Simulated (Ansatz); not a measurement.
Sc2GeB2:
```cif
data_B2GeSc2
_chemical_formula_sum 'Sc2 Ge1 B2'
_space_group_name_H-M_alt 'P-6m2'
_space_group_IT_number 187
_space_group_name_Hall 'P -6 2'
_cell_length_a 3.14997
_cell_length_b 3.14997
_cell_length_c 7.81634
_cell_angle_alpha 90.000
_cell_angle_beta 90.000
_cell_angle_gamma 120.000
loop_
_atom_site_label
_atom_site_type_symbol
_atom_site_symmetry_multiplicity
_atom_site_Wyckoff_symbol
_atom_site_fract_x
_atom_site_fract_y
_atom_site_fract_z
_atom_site_occupancy
Sc1 Sc 2 h 0.33333 0.66667 0.28319 1
Ge1 Ge 1 a 0.00000 0.00000 0.00000 1
B1 B 1 b 0.00000 0.00000 0.50000 1
B2 B 1 f 0.66667 0.33333 0.50000 1
```

Relaxed at zero pressure with plane-wave PAW PBEsol (Ansatz code).

Problem. The volume is lowered by 9 % and shape and atoms relax at that volume. What pressure results, and how do the axes share the change?

Solution. 15.3 GPa; a -3.0 %, b -3.0 %, c -3.2 %; the energy rises by 53 meV/atom.

Problem. Give the new structure.

Solution. 
Space group P-6m2 (No. 187); a = 3.054 Å, b = 3.054 Å, c = 7.565 Å, α = 90.00°, β = 90.00°, γ = 120.00°

| atom | site | symmetry | x | y | z |
|---|---|---|---|---|---|
| Sc | 2h | 3m. | 0.3333 | 0.6667 | 0.2801 |
| Ge | 1a | -6m2 | 0.0000 | 0.0000 | 0.0000 |
| B | 1b | -6m2 | 0.0000 | 0.0000 | 0.5000 |
| B | 1f | -6m2 | 0.6667 | 0.3333 | 0.5000 |

The phase is kept; no other phase was compared at this pressure.

The start of the workflow was typed in or built on a structure type; neither database checked (COD, Materials Project) lists it. Its standing as an ambient phase is unchecked. The cell was relaxed with PBEsol under the symmetry of its start; its stability against distortions is not shown here. No spin polarisation was allowed.

Potentials: the earlier of the program's two PAW sets. The files were generated under PBE; for other functionals the program regenerates the frozen cores, and for LDA and PBEsol the local potential too.
